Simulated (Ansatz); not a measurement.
# Rb, beta-Sn type: geometry optimisation

Computed with Ansatz 0.2.0, DFT, PBEsol, plane waves (420 eV) with PAW, scalar-relativistic. The PAW files were generated under PBE, with cores re-solved for the functional.

k-point mesh 8×8×5, Fermi-Dirac smearing 0.1 eV, no spin polarisation. Cell and atoms relax.

Starting structure:

```
Rb
1.0
    -4.37524    4.37524    2.38888
     4.37524   -4.37524    2.38888
     4.37524    4.37524   -2.38888
Rb
2
Direct
  0.00000 0.00000 0.00000
  0.75000 0.25000 0.50000
```

Question: What cell does the relaxation end in?

Answer: C2/c with a = 4.687 Å, b = 12.268 Å, c = 12.463 Å; 89.58 Å³ per atom against 91.46 at the start (-2.1 %).

The cell has left the beta-Sn structure type; it ends in C2/c.

Question: How much energy does the relaxation gain?

Answer: 0.5 meV per atom.

The k-point mesh keeps fewer symmetry operations than the starting structure has, so the cell can leave it.
